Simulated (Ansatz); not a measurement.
## GaReSi: do energies and stresses tell the same story?

Method: Ansatz, DFT PBE, scalar-relativistic, plane waves, PAW.

Plane waves to 420 eV, a k mesh through Γ of 12×12×6 on the computed 6-atom cell and Gaussian smearing (0.01 eV); no spin polarisation.

Relaxed cell: P4/nmm, a = 3.210 Å, b = 3.210 Å, c = 8.115 Å, α = 90.00°, β = 90.00°, γ = 90.00°, 6 atoms in the primitive cell. Whether it is the stable form of this composition wasn't checked.

Energies at zero smearing and pressures from the stress tensor, at volumes with shape and atoms relaxed:
| V (Å³/atom) | E − E(first) (meV/atom) | P (GPa) |
| --- | --- | --- |
| 13.103 | 0.00 | 14.39 |
| 13.522 | -27.05 | 6.56 |
| 13.940 | -35.37 | 0.00 |
| 14.358 | -28.03 | -5.45 |
| 14.776 | -7.72 | -9.95 |

Problem. Check P = −dE/dV between neighbouring volumes, and get the bulk modulus from the pressures alone.

Solution. With 1 eV/Å³ = 160.2 GPa:
| middle V (Å³/atom) | −ΔE/ΔV (GPa) | mean P (GPa) |
| --- | --- | --- |
| 13.312 | 10.363 | 10.475 |
| 13.731 | 3.188 | 3.284 |
| 14.149 | -2.811 | -2.724 |
| 14.567 | -7.782 | -7.702 |

The two differ by 0.11 GPa at most. The mean of two end pressures misses the average over a step by about ΔV² P″/12, up to 0.11 GPa here; with that taken off 0.01 GPa remains. Around V = 13.940 Å³/atom, the two neighbours give B = −V ΔP/ΔV = 13.940 × 12.02 / 0.836 = 200.3 GPa, against B0 = 198.9 GPa from the Birch–Murnaghan fit of the energies.

Spin–orbit coupling is left out, which can shift energies with elements as heavy as these.